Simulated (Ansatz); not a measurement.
# Y, a database entry at a rescaled volume

```
Y
1.0
     3.68024    0.00000    0.00000
    -1.84012    3.18718    0.00000
     0.00000    0.00000    5.84190
Y
2
Direct
  0.33330 0.66670 0.25000
  0.66660 0.33330 0.75000
```

Level: r2SCAN, no spin polarisation; 500 eV; 8×8×5 Γ-centred mesh; methfessel-paxton occupations (width 0.0155 eV); Ansatz 0.2.0, fixed geometry.

Task: Is the cell too large or too small?

Result: The pressure is -0.7 GPa (compression positive), so with the atoms held at these fractions the cell would first shrink.

Task: Metal or insulator?

Result: It is a metal, with about 4.3 states/eV a cell as the mean within 0.25 eV of the Fermi level, mostly Y d (86 %).

Task: What do density and ELF say about some of the short contacts?

Result: Y–Y at 3.61 Å: least valence density 0.09 e/Å³ and ELF 0.21 there. Both are smooth PAW fields, read partly inside the augmentation spheres.

Task: Are the atoms at rest?

Result: The forces vanish by the symmetry of the sites.

Origin: a database entry at a rescaled volume. Caveats: many states at the Fermi level without spin polarisation, so a magnetic state may lie lower.
